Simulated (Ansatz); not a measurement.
NbAs:
```xyz
2
Lattice="3.4250 0.0000 0.0000 -1.7125 2.9661 0.0000 0.0000 0.0000 3.4877" Properties=species:S:1:pos:R:3 pbc="T T T"
Nb     0.0000     0.0000     0.0000
As     1.7125     0.9887     1.7438
```

Relaxed with PBE. Special points in fractions of this cell's reciprocal vectors: Γ (0.000, 0.000, 0.000); M (0.500, 0.000, 0.000); K (0.333, 0.333, 0.000); A (0.000, 0.000, 0.500); L (0.500, 0.000, 0.500); H (0.333, 0.333, 0.500).

**Question.** List the band energies nearest the Fermi level at these points for plane-wave PAW PBE (Ansatz code).

**Answer.** In eV from the Fermi level; about four levels below and three above (degenerate sets whole), none deeper than 8.9 eV; points with the same levels are listed once.

| k | below | above |
|---|---|---|
| Γ | -2.51 -1.87 -1.87 -0.40 | 1.43 1.43 4.61 4.61 |
| M | -5.88 -2.81 -2.08 -0.36 | 0.91 2.67 3.19 |
| K | -5.12 -3.97 -2.67 -0.10 | 1.03 1.56 1.76 |
| A | -1.17 -1.17 -0.21 -0.21 | 1.88 3.75 3.75 |
| L | -4.71 -4.29 -2.92 -0.22 | 2.52 2.61 3.71 |
| H | -5.24 -4.35 -2.44 -0.30 | 2.42 3.43 4.71 |

Space group P-6m2. The cell is a constructed one: a structure type filled with these elements; neither database checked (COD, Materials Project) lists it. COD files the formula under space group No. 109, so this cell is another polymorph or a model. Its standing as an ambient phase is unchecked. The cell was relaxed with PBE under the symmetry of its start; whether a distortion lowers the energy is not shown. The run is not spin-polarised. Spin–orbit coupling is left out wherever it is not named.

Potentials: the later of the program's two PAW sets.
